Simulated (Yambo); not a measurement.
Data:

```
CELL_PARAMETERS angstrom
      2.31795     1.33827     4.97564
     -2.31795     1.33827     4.97564
      0.00000    -2.67654     4.97564
ATOMIC_POSITIONS crystal
  C  0.25000 0.25000 0.25000
  C  0.75000 0.75000 0.75000
  O  0.25000 0.97199 0.52801
  O  0.75000 0.02801 0.47199
  O  0.52801 0.25000 0.97199
  O  0.47199 0.75000 0.02801
  O  0.97199 0.52801 0.25000
  O  0.02801 0.47199 0.75000
  Mg 0.00000 0.00000 0.00000
  Mg 0.50000 0.50000 0.50000
```

Workflow: LDA (pw.x of Quantum ESPRESSO, ONCV potentials, no spin-orbit coupling), then G0W0 in Yambo (4×4×4 Γ-centred k mesh, bands 3 to 115 and a 6 Ry block in the screening, 115 bands in G with the Bruneval-Gonze terminator, plasmon pole fitted at 27.2 eV).

Problem. Give the LDA and G0W0 gaps between the band edges found on this mesh, and say where the edges lie.

Solution. Edges: (0, 0.25, -0.25) → (0.25, 0.25, 0.25). LDA: 5.02 eV; G0W0: 8.58 eV. The mesh misses an edge: along a dense path the LDA gap is 4.92 eV. Convergence of the G0W0 settings was not tested. 

Geometry of the Materials Project entry, not relaxed at this level.
